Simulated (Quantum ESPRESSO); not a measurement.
```
CELL_PARAMETERS angstrom
      3.14099     0.00000     0.00000
     -1.57050     2.72018     0.00000
      0.00000     0.00000    16.10000
ATOMIC_POSITIONS crystal
  S  0.66667 0.33333 0.90320
  S  0.66667 0.33333 0.09680
  Mo 0.00000 0.00000 0.00000
```

The layer was cut from Materials Project entry mp-1434 and relaxed with PBEsol in a cell 16.1 Å high, with the Coulomb interaction truncated along z.

Question: What does PBEsol (Quantum ESPRESSO, PseudoDojo norm-conserving, 80 Ry, scalar-relativistic) give for the electronic structure near the Fermi level?

Answer: The PBEsol gap is direct, 1.81 eV at K. The valence-band maximum lies 5.95 eV below the vacuum level. Spin-orbit splittings are left out.
